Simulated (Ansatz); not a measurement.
LaGa2 (space group P6/mmm)

Space group P6/mmm (No. 191); a = b = 4.295 Å, c = 4.492 Å, α = β = 90.00°, γ = 120.00°

| atom | site | symmetry | x | y | z |
|---|---|---|---|---|---|
| La | 1a | 6/mmm | 0.0000 | 0.0000 | 0.0000 |
| Ga | 2d | -6m2 | 0.3333 | 0.6667 | 0.5000 |

Grid over V/V₀ and (c/a)/(c/a)₀, subscript 0 meaning the relaxed cell; the conventional c axis lies along z; no internal relaxation.

Method: r2SCAN (plane waves to 500 eV, PAW, scalar-relativistic; Ansatz, an electronic-structure program). k mesh 13×13×10 (Γ-centred), Fermi-Dirac smearing 0.05 eV. Compression counts positive. With partly filled bands, the response to shear is sensitive to the k mesh, so small differences along c/a are uncertain. LaGa2 is run without spin polarisation. LaGa2 was relaxed with its symmetry unable to fall. The last digit holds for this mesh only.

Changes of P (GPa) from the point V/V₀ = 1.000, (c/a)/(c/a)₀ = 1.000 when one coordinate moves alone (two changes are said to add if the coupling is within 5 % of the smaller one, nearly so within 20 %):

```json
[
 {"point": "V/V₀ = 1.000, (c/a)/(c/a)₀ = 0.880", "change": "-1.43"},
 {"point": "V/V₀ = 1.000, (c/a)/(c/a)₀ = 0.940", "change": "-0.71"},
 {"point": "V/V₀ = 0.960, (c/a)/(c/a)₀ = 1.000", "change": "3.30"},
 {"point": "V/V₀ = 0.980, (c/a)/(c/a)₀ = 1.000", "change": "1.56"},
 {"point": "V/V₀ = 1.020, (c/a)/(c/a)₀ = 1.000", "change": "-1.40"},
 {"point": "V/V₀ = 1.040, (c/a)/(c/a)₀ = 1.000", "change": "-2.66"},
 {"point": "V/V₀ = 1.000, (c/a)/(c/a)₀ = 1.060", "change": "0.76"},
 {"point": "V/V₀ = 1.000, (c/a)/(c/a)₀ = 1.120", "change": "1.62"}
]
```

Problem. What is the change at V/V₀ = 0.980, (c/a)/(c/a)₀ = 0.880, where both move, and how far is it from the sum?

Solution. The sum of the single changes is 1.56 + (-1.43) = 0.13; the calculation gives -0.03, so the coupling contributes -0.16 (under 20 % of the smaller single change, nearly additive).

(Under strain, the slope of the energy per volume gives the stress and its curvature an elastic modulus.)
